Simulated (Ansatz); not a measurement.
Si3N4:
```cif
data_N8Si6
_chemical_formula_sum 'Si6 N8'
_space_group_name_H-M_alt 'P63/m'
_space_group_IT_number 176
_space_group_name_Hall '-P 6c'
_cell_length_a 7.60574
_cell_length_b 7.60574
_cell_length_c 2.90569
_cell_angle_alpha 90.000
_cell_angle_beta 90.000
_cell_angle_gamma 120.000
loop_
_atom_site_label
_atom_site_type_symbol
_atom_site_symmetry_multiplicity
_atom_site_Wyckoff_symbol
_atom_site_fract_x
_atom_site_fract_y
_atom_site_fract_z
_atom_site_occupancy
Si1 Si 6 h 0.23066 0.40604 0.25000 1
N1 N 6 h 0.33031 0.03125 0.25000 1
N2 N 2 c 0.33333 0.66667 0.25000 1
```

Relaxed with r²SCAN.

Task: Which orbitals make up the states near the band edges in r²SCAN (plane waves, PAW; program Ansatz)?

Result: Top 1 eV of the valence band: N 2p 94 %. Bottom 1 eV of the conduction band: Si 3p 47 %, N 2s 17 %, Si 3s 11 %, N 2p 5 %, outside the projected shells 20 %. Projections are on Löwdin-orthogonalised atomic valence shells; empty p or d shells of many metals are not among them.

Task: Tabulate the density of states.

Result: States/eV per cell of 14 atoms, in 0.25 eV bins, energy from the valence-band maximum.

```
E (eV)  total  N 2p  Si 3p  N 2s
------  -----  ----  -----  ----
-7.86    3.18  1.98   0.45  0.21
-7.61    2.20  1.38   0.38  0.14
-7.36    3.14  1.98   0.67  0.17
-7.11    4.36  2.78   0.93  0.23
-6.86    4.20  2.71   0.91  0.22
-6.61    3.97  2.60   1.01  0.13
-6.36    4.09  2.72   1.00  0.13
-6.11    5.15  3.49   1.20  0.16
-5.86    6.21  4.31   1.47  0.18
-5.61    4.86  3.42   1.13  0.12
-5.36    6.62  4.74   1.53  0.14
-5.11    8.76  6.35   1.96  0.20
-4.86    8.99  6.67   1.85  0.20
-4.61    7.50  5.68   1.45  0.15
-4.36    7.17  5.53   1.31  0.14
-4.11    5.02  3.93   0.87  0.09
-3.86    4.03  3.22   0.61  0.08
-3.61    5.67  4.65   0.80  0.07
-3.36    6.41  5.40   0.76  0.09
-3.11    5.66  4.83   0.50  0.16
-2.86    4.53  3.96   0.34  0.09
-2.61    2.23  1.91   0.15  0.09
-2.36    1.54  1.34   0.09  0.06
-2.11    5.53  4.83   0.35  0.17
-1.86    8.50  7.70   0.35  0.15
-1.61    8.54  7.89   0.24  0.10
-1.36    8.99  8.24   0.33  0.12
-1.11    5.50  5.11   0.18  0.06
-0.86    3.72  3.46   0.13  0.04
-0.61    3.51  3.28   0.11  0.02
-0.36    3.55  3.35   0.10  0.01
-0.11    0.88  0.84   0.02  0.00
0.14     0.00  0.00   0.00  0.00
0.39     0.00  0.00   0.00  0.00
0.64     0.00  0.00   0.00  0.00
0.89     0.00  0.00   0.00  0.00
1.14     0.00  0.00   0.00  0.00
1.39     0.00  0.00   0.00  0.00
1.64     0.00  0.00   0.00  0.00
1.89     0.00  0.00   0.00  0.00
2.14     0.00  0.00   0.00  0.00
2.39     0.00  0.00   0.00  0.00
2.64     0.00  0.00   0.00  0.00
2.89     0.00  0.00   0.00  0.00
3.14     0.00  0.00   0.00  0.00
3.39     0.00  0.00   0.00  0.00
3.64     0.00  0.00   0.00  0.00
3.89     0.00  0.00   0.00  0.00
4.14     0.00  0.00   0.00  0.00
4.39     0.00  0.00   0.00  0.00
4.64     0.00  0.00   0.00  0.00
4.89     0.00  0.00   0.00  0.00
5.14     0.19  0.01   0.09  0.03
5.39     3.65  0.16   1.67  0.66
5.64     5.06  0.28   2.37  0.86
5.89     5.56  0.36   2.74  0.79
6.14     6.29  0.45   3.14  0.85
6.39     6.99  0.63   3.43  0.93
6.64     4.91  0.48   2.40  0.68
6.89     6.62  0.66   3.13  1.03
7.14     4.31  0.41   2.10  0.67
7.39     5.66  0.56   2.78  0.81
7.64     6.75  0.70   3.10  0.94
7.89     6.00  0.70   2.57  0.75
8.14     5.49  0.72   2.16  0.66
8.39     7.63  1.03   3.15  0.78
8.64     7.50  1.05   3.12  0.77
8.89     4.87  0.73   2.01  0.46
9.14     5.80  0.91   2.30  0.48
9.39     3.37  0.48   1.58  0.20
9.64     4.60  0.76   1.79  0.25
```

Space group P6_3/m. The r²SCAN relaxation kept the symmetry of its start.

Potentials: the later of the program's two PAW sets.
